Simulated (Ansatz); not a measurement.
NaCl:
```yaml
crystal:
  lattice:
    - [3.36889, 0.00000, 0.00000]
    - [0.00000, 3.36889, 0.00000]
    - [0.00000, 0.00000, 3.36889]
  atoms:
    - { symbol: Na, position: [0.00000, 0.00000, 0.00000] }
    - { symbol: Cl, position: [0.50000, 0.50000, 0.50000] }
```

Relaxed with LDA. Special points in fractions of this cell's reciprocal vectors: Γ (0.000, 0.000, 0.000); X (0.000, 0.500, 0.000); M (0.500, 0.500, 0.000); R (0.500, 0.500, 0.500).

### Question
List the band energies nearest the valence-band maximum at these points for DFT-LDA in the program Ansatz with PAW potentials.

### Answer
In eV from the valence-band maximum; about four levels below and three above (degenerate sets whole), none deeper than 8.9 eV; points with the same levels are listed once.

```csv
k,below,above
Γ,-0.61 -0.61 -0.61,4.01 8.06 8.06
X,-3.61 -0.33 -0.33,6.91 9.06 10.10
M,-2.78 -2.78 0.00,5.13 9.76 11.42 11.42
R,-2.29 -2.29 -2.29,6.72 6.72 6.72
```

Space group Pm-3m (CsCl type). This is a known high-pressure phase of the composition, computed here at zero pressure and temperature. The LDA relaxation kept the symmetry of its start. At this level the phase is dynamically unstable (imaginary phonons).

Potentials: the earlier of the program's two PAW sets. The files were generated under PBE; for other functionals the program regenerates the frozen cores, and for LDA and PBEsol the local potential too.
